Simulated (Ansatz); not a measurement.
PbF$_{2}$:
```cif
data_F2Pb
_chemical_formula_sum 'Pb1 F2'
_space_group_name_H-M_alt 'P 1'
_space_group_IT_number 1
_cell_length_a 4.24312
_cell_length_b 4.24312
_cell_length_c 4.24312
_cell_angle_alpha 60.000
_cell_angle_beta 60.000
_cell_angle_gamma 60.000
loop_
_space_group_symop_operation_xyz
  'x, y, z'
loop_
_atom_site_label
_atom_site_type_symbol
_atom_site_fract_x
_atom_site_fract_y
_atom_site_fract_z
_atom_site_occupancy
Pb1 Pb 0.00000 0.00000 0.00000 1
F1 F 0.25000 0.25000 0.25000 1
F2 F 0.75000 0.75000 0.75000 1
```

Relaxed with PBE.

Q: Which orbitals make up the states near the band edges in PBE in the plane-wave PAW code Ansatz?

A: Top 1 eV of the valence band: F 2p 71 %, Pb 6s 27 %. Bottom 1 eV of the conduction band: Pb 6p 79 %, F 2p 10 %, F 2s 6 %. Projections are on Löwdin-orthogonalised atomic valence shells; empty p or d shells of many metals are not among them.

Q: Tabulate the density of states.

A: States/eV per cell of 3 atoms, in 0.25 eV bins, energy from the valence-band maximum.

```tsv
E (eV)	total	F 2p	Pb 6p	Pb 6s
-7.85	0.00	0.00	0.00	0.00
-7.60	0.00	0.00	0.00	0.00
-7.35	0.00	0.00	0.00	0.00
-7.10	0.00	0.00	0.00	0.00
-6.85	0.00	0.00	0.00	0.00
-6.60	0.00	0.00	0.00	0.00
-6.35	0.00	0.00	0.00	0.00
-6.10	2.85	0.94	0.01	1.89
-5.85	2.76	0.82	0.01	1.89
-5.60	1.27	0.33	0.01	0.90
-5.35	0.62	0.13	0.01	0.45
-5.10	0.33	0.05	0.00	0.26
-4.85	0.15	0.01	0.00	0.13
-4.60	0.01	0.00	0.00	0.01
-4.35	0.00	0.00	0.00	0.00
-4.10	0.00	0.00	0.00	0.00
-3.85	0.00	0.00	0.00	0.00
-3.60	0.00	0.00	0.00	0.00
-3.35	1.54	1.25	0.27	0.00
-3.10	3.81	3.16	0.60	0.00
-2.85	4.37	3.73	0.59	0.00
-2.60	5.43	4.81	0.56	0.00
-2.35	3.82	3.45	0.32	0.00
-2.10	2.86	2.65	0.16	0.01
-1.85	5.46	5.27	0.11	0.01
-1.60	8.13	7.99	0.06	0.01
-1.35	4.79	4.74	0.01	0.01
-1.10	0.27	0.22	0.01	0.03
-0.85	0.45	0.36	0.01	0.07
-0.60	0.75	0.57	0.01	0.16
-0.35	1.44	1.04	0.01	0.36
-0.10	4.89	3.35	0.01	1.48
0.15	0.00	0.00	0.00	0.00
0.40	0.00	0.00	0.00	0.00
0.65	0.00	0.00	0.00	0.00
0.90	0.00	0.00	0.00	0.00
1.15	0.00	0.00	0.00	0.00
1.40	0.00	0.00	0.00	0.00
1.65	0.00	0.00	0.00	0.00
1.90	0.00	0.00	0.00	0.00
2.15	0.00	0.00	0.00	0.00
2.40	0.00	0.00	0.00	0.00
2.65	0.00	0.00	0.00	0.00
2.90	0.00	0.00	0.00	0.00
3.15	0.00	0.00	0.00	0.00
3.40	0.00	0.00	0.00	0.00
3.65	0.00	0.00	0.00	0.00
3.90	0.00	0.00	0.00	0.00
4.15	0.00	0.00	0.00	0.00
4.40	0.03	0.00	0.03	0.00
4.65	0.40	0.01	0.34	0.01
4.90	0.77	0.04	0.64	0.02
5.15	2.61	0.30	2.04	0.06
5.40	2.56	0.30	2.01	0.06
5.65	1.25	0.14	1.00	0.02
5.90	0.23	0.02	0.19	0.01
6.15	0.32	0.03	0.27	0.00
6.40	0.91	0.11	0.75	0.00
6.65	1.14	0.15	0.95	0.00
6.90	2.31	0.23	2.01	0.00
7.15	3.58	0.35	3.13	0.00
7.40	3.05	0.34	2.65	0.00
7.65	4.83	0.64	4.11	0.00
7.90	0.00	0.00	0.00	0.00
8.15	0.00	0.00	0.00	0.00
8.40	0.00	0.00	0.00	0.00
8.65	0.00	0.00	0.00	0.00
8.90	0.00	0.00	0.00	0.00
9.15	0.06	0.00	0.00	0.00
```

Space group Fm-3m (fluorite). Symmetry was held in the PBE relaxation; phonons on a q-mesh show no instability. Spin–orbit coupling is left out wherever it is not named.

Potentials: the later of the program's two PAW sets.
